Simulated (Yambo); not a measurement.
BSE-type run in Yambo on Ba₂MgH₆ (space group P-3m1, No. 164), at zero momentum.

Quantum ESPRESSO step (LDA, PseudoDojo standard norm-conserving files, scalar-relativistic):
```
&CONTROL
  calculation = 'nscf'
  pseudo_dir = './pseudo'
  outdir = './out'
/
&SYSTEM
  ibrav = 0
  nat = 9
  ntyp = 3
  ecutwfc = 84.0
  ecutrho = 336.0
  occupations = 'fixed'
  force_symmorphic = .true.
  nbnd = 69
/
&ELECTRONS
  conv_thr = 9.000000000000001e-09
  diago_full_acc = .true.
  diago_thr_init = 1e-08
/
ATOMIC_SPECIES
H 1.0080 H.upf
Mg 24.3050 Mg.upf
Ba 137.3270 Ba.upf
CELL_PARAMETERS angstrom
  5.717819838000   0.000000000000   0.000000000000
 -2.858909919000   4.951777234000   0.000000000000
  0.000000000000   0.000000000000   4.538310000000
ATOMIC_POSITIONS crystal
H   0.829635000000   0.659270000000   0.775330000000
H   0.170365000000   0.340730000000   0.224670000000
H   0.340730000000   0.170365000000   0.775330000000
H   0.659270000000   0.829635000000   0.224670000000
H   0.829635000000   0.170365000000   0.775330000000
H   0.170365000000   0.829635000000   0.224670000000
Mg   0.000000000000   0.000000000000   0.000000000000
Ba   0.666666667000   0.333333333000   0.267040000000
Ba   0.333333333000   0.666666667000   0.732960000000
K_POINTS automatic
6 6 4 0 0 0
```

Yambo input:
```
rim_cut
optics
bse
bss
dipoles
em1s
RandQpts= 1000000
RandGvec= 1 Ry
FFTGvecs= 40 Ry
Chimod= "HARTREE"
BSKmod= "SEX"
BSEmod= "resonant"
BSSmod= "hs"
BSENGexx= 15 Ry
BSENGBlk= 3 Ry
% KfnQP_E
 1.717 | 1.0 | 1.0 |
%
% BSEQptR
 1 | 1 |
%
% BSEBands
 13 | 27 |
%
% BEnRange
 0.0 | 9.6 | eV
%
% BDmRange
 0.15 | 0.15 | eV
%
BEnSteps= 192
% BLongDir
 0.0 | 0.0 | 1.0 |
%
BSHayTrs= -0.02
BSSNEig= 24
WRbsWF
% BndsRnXs
 5 | 65 |
%
NGsBlkXs= 3 Ry
% LongDrXs
 1.0 | 1.0 | 1.0 |
%
```

From the report:

The dimension is k points × valence × conduction bands = 144 × 6 × 9 = 7776.
```
  [SLEPC] Approach                          : Krylov-Schur
  [SLEPC] Number of requested eigenvalues   :  24
  [SLEPC] Number of eigenvalues        [NEV]:  24
   [K] Dimension                                    :   7776
   [K] Bands                                        :  13  27
   [K] Exchange res                                 : yes
   [K] Correlation res                              : yes
   [K] W interaction is bare                        : no
   [K] RL vectors exchange                          :   899
   [K] RL vectors correlation                       :   83
   [W] Matrix size                                  :   83
   [W] Bands                                        :    5   65
   [W] Coulomb Cutoff                               : none
   [W] Hxc Kernel                                   : HARTREE
```

Geometry of the Materials Project entry, not relaxed at this level.

The structure is a Materials Project entry; no match was found in the copy of COD used, and its stability was not checked.
